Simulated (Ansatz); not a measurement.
# Two states of GdCo₂B₂

```xyz
5
Lattice="-1.7661 1.7661 4.7156 1.7661 -1.7661 4.7156 1.7661 1.7661 -4.7156" Properties=species:S:1:pos:R:3 pbc="T T T"
Gd    0.0000    0.0000    0.0000
B     0.0000    0.0000    3.5367
B     0.0000    0.0000    5.8945
Co    0.0000    1.7661    2.3578
Co    1.7661    0.0000    2.3578
```

Level: r2SCAN; 500 eV; 7×7×7 Γ-centred mesh; fermi-dirac occupations (width 0.0224 eV); Ansatz 0.2.0, fixed geometry.

State A: no moments (no spin polarisation). State B: Gd1 up (collinear spin).

Problem. Compare the two self-consistent states.

Solution. State B is lower by 1660.2 meV an atom at zero smearing; in free energy at this smearing B lies -1659.7 meV an atom from A.

```tsv
state	free energy (meV/atom)	largest moment in a small sphere (μB)	net moment (μB/cell)	gap on mesh (eV)	pressure (GPa)	largest force (eV/Å)
A	1659.7	0.00	0.00	metal	-8.2	1.92
B	0.0	7.02	7.13	metal	-7.1	1.84
```

Origin: a database entry at a rescaled volume. Caveats: the k mesh is coarse if the cell is a metal; atoms or cell far from equilibrium; f shells without a U or exact exchange are poorly placed; open f shell without moments.
